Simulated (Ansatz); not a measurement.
An Ansatz input:

```yaml
crystal:
  lattice:
    - [4.7622083219, 0.0, 0.0]
    - [-2.3811041609, 4.1241933848, 0.0]
    - [0.0, 0.0, 2.6504647611]
  atoms:
    - { symbol: W, position: [1.0, 1.0, 0.0] }
    - { symbol: W, position: [0.3333333333, 0.6666666667, 0.5] }
    - { symbol: W, position: [0.6666666667, 0.3333333333, 0.5] }
hamiltonian:
  xc: pbesol
  pseudopotentials:
    kind: paw
    azcp:
      W: "pseudopotentials/W.paw.azcp"
basis:
  ecutwfc: 420
  fft_grid_basis: typed
kpoints:
  mp_grid: { grid: [9, 9, 14], shift: [0, 0, 0] }
magnetization:
  spin_polarized: false
scf:
  occupations: { method: fermi_dirac, width: 0.1 }
  lower_state_search: "off"
output:
  stress: true
```

and its output:

```
Warning: the record states the generating functional pbe (its physics header spells it `PBE`), which answers neither for hamiltonian.xc's functional nor for the pbesol family's — results may be inconsistent (PPs are generated against a specific XC)
Engine: ansatz 0.2.0, x86_64-unknown-linux-gnu
Pseudopotentials: kind: paw
Pseudopotential: W, paw, valence charge 14, recommended cutoff 420 eV (normal) 
Functional definition: PBEsol
  exchange = pbesol_x
  correlation = pbesol_c
Crystal: 3 atoms, lattice volume = 52.056 Å³
Basis set: ecut = 420 eV, 1011 PW (Γ)
Bands: 26, of which v1, the nominal top of the filled ones, is band 21 counted from 1 (20 counted from 0)
Symmetry: 24 space group operations
Space group: P6/mmm (ITA 191), of the structure as read, at distance tolerance 3.7e-5 Å
k-points: 96 of 1134
Non-local potential: W, projectors of the file, l = 0: 3, l = 1: 2, l = 2: 2, l = 3: 1
PAW form: soft (Blöchl's): semilocal exchange-correlation on the pseudo side does not see the compensation charge
PAW frozen core: W, regenerated for the run's functional, and the local potential with it (the file was generated under x = pbe(κ = 0.804, μ = 0.2195149727645171), c = pbe(β = 0.06672455060314922))
PAW one-centre angular grid: W, 590 points (default); XC on 64 Gauss nodes
Initial density: superposition of atomic densities (neutral atoms: chi_scale 0, normalization atom), corrected by the library's trained network
Initial wavefunctions: pseudopotential atomic-orbital guess
Functional: x = pbesol(κ = 0.804, μ = 0.12345679012345678), c = pbesol(β = 0.046)
SCF iter   1: F=—  HF=-30767.854939 eV  |F-HF|=—  |Δ(HF+E_count)|=         —  Δρ=7.61e-3  dr2=2.38e-2  ethr=1.77e-3  ⟨swp⟩=5.0  Hψ=9905  notcnv=0
SCF iter   2: F=—  HF=-30767.852982 eV  |F-HF|=—  |Δ(HF+E_count)|=   1.96e-3  Δρ=4.68e-3  dr2=1.26e-2  ethr=5.66e-5  ⟨swp⟩=1.1  Hψ=3323  notcnv=0
SCF iter   3: F=—  HF=-30767.851163 eV  |F-HF|=—  |Δ(HF+E_count)|=   1.82e-3  Δρ=4.37e-4  dr2=8.42e-5  ethr=2.99e-5  ⟨swp⟩=2.0  Hψ=2864  notcnv=0
SCF iter   4: F=—  HF=-30767.851141 eV  |F-HF|=—  |Δ(HF+E_count)|=   2.19e-5  Δρ=1.35e-4  dr2=9.46e-6  ethr=2.00e-7  ⟨swp⟩=2.2  Hψ=4350  notcnv=0
SCF iter   5: F=—  HF=-30767.851140 eV  |F-HF|=—  |Δ(HF+E_count)|=   1.15e-6  Δρ=3.92e-5  dr2=9.22e-7  ethr=2.25e-8  ⟨swp⟩=2.3  Hψ=3589  notcnv=0
SCF iter   6: F=-30767.851140 eV  HF=-30767.851140 eV  |F-HF|=1.23e-8  |Δ(HF+E_count)|=   1.67e-7  Δρ=7.22e-6  dr2=2.27e-8  ethr=2.38e-10  ⟨swp⟩=4.9  Hψ=8114  notcnv=0
SCF 1 converged in 6 iterations: F = -30767.851140 eV  dr2 = 2.27e-8
SCF converged after 6 iterations
Free energy (F): -30767.851140 eV
Harris-Foulkes:  -30767.851140 eV  (|F-HF|=1.23e-8)
Internal energy: -30767.727771 eV  (E = F + TS)
E sigma→0 (E₀):  -30767.789455 eV
Entropy (-TS):   -0.123369 eV (-41.123 meV/atom)
Fermi energy:    20.020477 eV
--- Per-component energies (eV) ---
  E_band       = -338.391785
  E_kinetic    = 1340.784108
  E_local      = -2018.516742  (includes V_loc(G=0)·N_el)
  E_nonlocal   = 10.623111
  E_hartree    = 709.827541
  E_xc         = -791.096348
  E_vxc        = -710.018609  (∫ρ·V_xc dr)
  E_paw        = -25307.805812  (= ΣΔE_a)
  E_vpaw       = -380.919134  (= ΣTr[D̂ρ^β])
  E_aug_tail   = -0.000196  (compensation charges beyond the density's cutoff)
  E_ewald      = -4712.208809
  E_core_change = 0.665377  (= ΣΔE_core)
  E_smearing   = -0.123369  (= −TS)
  E_closure    = 0.000000  (closes the sum)
  Σ components = -30767.851140   (vs F -30767.851140, Δ=0.00e0)
--- Stress (GPa, compression-positive) ---
      -18.082598      -0.000000       0.000000
       -0.000000     -18.082598       0.000000
        0.000000       0.000000     -21.513638
  P = ⅓ Tr σ = -19.2263 GPa (-192.263 kbar)
```
